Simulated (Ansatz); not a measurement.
**Property card for GaAs**

GaAs:
```
CELL_PARAMETERS angstrom
      6.96101     0.00000     0.00000
      0.00000     6.96101     0.00000
      0.00000     0.00000     6.96101
ATOMIC_POSITIONS crystal
  Ga 0.34268 0.34268 0.34268
  Ga 0.65732 0.65732 0.65732
  Ga 0.15732 0.65732 0.84268
  Ga 0.84268 0.34268 0.15732
  Ga 0.84268 0.15732 0.65732
  Ga 0.15732 0.84268 0.34268
  Ga 0.65732 0.84268 0.15732
  Ga 0.34268 0.15732 0.84268
  As 0.14256 0.14256 0.14256
  As 0.85744 0.85744 0.85744
  As 0.35744 0.85744 0.64256
  As 0.64256 0.14256 0.35744
  As 0.64256 0.35744 0.85744
  As 0.35744 0.64256 0.14256
  As 0.85744 0.64256 0.35744
  As 0.14256 0.35744 0.64256
```

Space group Pa-3 (No. 205); conventional cell a = b = c = 6.961 Å, α = β = γ = 90.00°.

Method: r²SCAN (plane waves, PAW; program Ansatz). Geometry: relaxed at this level of theory. Other levels are named where they apply.

### Cell and energy

```json
{
  "volume_per_atom": "21.08 Å³",
  "density": "5.70 g/cm³"
}
```

### Electronic structure

```json
{
  "electronic_character": "no gap, with almost no states at the Fermi level (zero-gap or semimetallic)",
  "Density of states at the Fermi level": "0.00 states/eV per atom (mean over ±0.08 eV)",
  "Gap with spin–orbit coupling": "none (metallic)"
}
```

### Mechanics

```json
{
 "Bulk modulus (Birch–Murnaghan fit)": "68.1 GPa",
 "Pressure derivative B′": "4.7"
}
```

### Charges

```json
{
 "bader_charges": "Ga +0.72, As -0.72 e"
}
```

The first step of the workflow began from a Materials Project structure, measured or hypothetical; the Crystallography Open Database copy checked does not list it. It is not the phase usual at ambient conditions (space group No. 216). The r²SCAN relaxation kept the symmetry of its start; whether a distortion lowers the energy is not shown. Scalar-relativistic: spin–orbit coupling is off unless named, which matters more the heavier the elements.

Potentials: the later of the program's two PAW sets.
